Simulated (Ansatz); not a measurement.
SiGeC₂:
```yaml
crystal:
  lattice:
    - [3.15594, 0.00000, 0.00000]
    - [0.00000, 3.15594, 0.00000]
    - [0.00000, 0.00000, 4.45631]
  atoms:
    - { symbol: Ge, position: [0.50000, 0.50000, 0.50000] }
    - { symbol: Si, position: [0.00000, 0.00000, 0.00000] }
    - { symbol: C, position: [0.50000, 0.00000, 0.76373] }
    - { symbol: C, position: [0.00000, 0.50000, 0.23627] }
```

Relaxed with r²SCAN. Independent-particle spectrum: no excitons, no local fields, no scissors shift; 0.1 eV broadening; ε₁ of the summed bands alone.

**Question.** Tabulate the dielectric function from the program Ansatz at the r²SCAN level (PAW).

**Answer.** 

```csv
E (eV),ε₁ xx,ε₂ xx,ε₁ zz,ε₂ zz
0.0,6.95,0.00,7.04,0.00
0.4,6.96,0.00,7.06,0.00
0.8,7.02,0.00,7.11,0.00
1.2,7.11,0.00,7.21,0.00
1.6,7.25,0.00,7.35,0.00
2.0,7.46,0.00,7.54,0.00
2.4,7.75,0.07,7.82,0.01
2.8,8.02,0.20,8.13,0.10
3.2,8.30,0.24,8.48,0.14
3.6,8.72,0.24,8.96,0.15
4.0,9.35,0.23,9.63,0.15
4.4,10.23,0.29,10.61,0.17
4.8,11.52,0.33,12.04,0.23
5.2,13.98,0.46,14.70,0.32
5.6,17.91,2.89,19.55,3.65
6.0,20.30,11.41,22.20,12.74
6.4,17.75,17.93,17.36,21.79
6.8,7.60,22.65,5.80,23.30
7.2,-0.88,20.88,-2.15,21.41
7.6,-3.65,13.22,-5.09,13.46
8.0,-0.94,10.64,-2.54,10.55
8.4,-0.90,11.81,-1.43,10.12
8.8,-3.07,10.88,-3.53,9.68
9.2,-4.47,9.33,-4.24,8.54
9.6,-4.54,7.41,-4.54,7.00
10.0,-4.32,6.34,-4.28,5.93
10.4,-4.49,5.23,-4.29,4.82
10.8,-4.16,4.51,-3.66,4.12
11.2,-3.91,3.61,-3.51,3.66
11.6,-3.40,2.91,-3.23,2.99
12.0,-2.96,2.69,-2.91,2.76
```

With all bands, ε∞ without local fields is 7.02 (xx = yy), 7.12 (zz).

Space group P-4m2. The start of the workflow was typed in or built on a structure type; neither database checked (COD, Materials Project) lists it. Whether it is the stable phase at ambient conditions was not checked. The cell was relaxed with r²SCAN under the symmetry of its start; its stability against distortions is not shown here. Scalar-relativistic: spin–orbit coupling is off unless named, which matters more the heavier the elements.

Potentials: the later of the program's two PAW sets.
